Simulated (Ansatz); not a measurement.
## Structure relaxation, Cr₂N

The start is a randomly generated symmetric cell of Cr2N (space group No. 47). The cell and all atomic positions are relaxed at zero pressure with PBEsol (plane waves to 420 eV, PAW, scalar-relativistic; Ansatz, an electronic-structure program). The first steps use a coarse 9×8×6 k-mesh.

Input geometry:
```
Cr2N
1.0
    2.50323     0.00000     0.00000
    0.00000     2.77851     0.00000
    0.00000     0.00000     4.30342
Cr N
2 1
Direct
  0.00000   0.50000   0.00000
  0.50000   0.50000   0.50000
  0.00000   0.00000   0.00000
```
Spin-polarised start, with parallel moments on Cr.

### Question
How much energy is released per atom?

### Answer
About 2.8 eV/atom.

### Question
How does the volume change?

### Answer
+34.7 %, from 9.98 to 13.44 Å³/atom.

### Question
How do the shortest distances between atoms change?

### Answer
The closest pairs of elements (up to four, under 3.6 Å), start → end: Cr–N 1.39 → 1.78 Å; Cr–Cr 2.49 → 2.43 Å; N–N 2.50 → 2.92 Å.

### Question
What band gap does the relaxed structure have at this level?

### Answer
No gap (metallic).

### Question
What magnetic moments remain?

### Answer
Net 0.73 μB/atom, ferrimagnetic.

### Question
What does it relax into? Give the structure.

### Answer

```cif
data_Cr2N
_chemical_formula_sum 'Cr2 N1'
_space_group_name_H-M_alt 'Pmmm'
_space_group_IT_number 47
_space_group_name_Hall '-P 2 2'
_cell_length_a 2.91612
_cell_length_b 3.55498
_cell_length_c 3.88808
_cell_angle_alpha 90.000
_cell_angle_beta 90.000
_cell_angle_gamma 90.000
loop_
_space_group_symop_operation_xyz
  'x, y, z'
  '-x, -y, -z'
  '-x, -y, z'
  'x, y, -z'
  'x, -y, -z'
  '-x, y, z'
  '-x, y, -z'
  'x, -y, z'
loop_
_atom_site_label
_atom_site_type_symbol
_atom_site_symmetry_multiplicity
_atom_site_Wyckoff_symbol
_atom_site_fract_x
_atom_site_fract_y
_atom_site_fract_z
_atom_site_occupancy
Cr1 Cr 1 e 0.00000 0.50000 0.00000 1
Cr2 Cr 1 h 0.50000 0.50000 0.50000 1
N1 N 1 a 0.00000 0.00000 0.00000 1
```

The space group stays Pmmm (No. 47) (the run could not lower it), with 3 atoms in the primitive magnetic cell. Final values are on a 16×13×12 k-mesh of the relaxed cell. The start holds a very short contact (N–Cr 1.39 Å). Spin state reached: ferrimagnetic (net 0.73 μB/atom), from parallel starting moments; other spin orders were not run from this start.

The run could not lower the symmetry of its start; a shaken copy of this end point relaxes with PBEsol to P4/mmm (No. 123), 1.31 eV/atom lower.

The relaxed structure here is a generated cell of Cr2N: the first start was made by a random draw of sites in a space group, and the end was not matched to a known phase here, so it may be hypothetical.
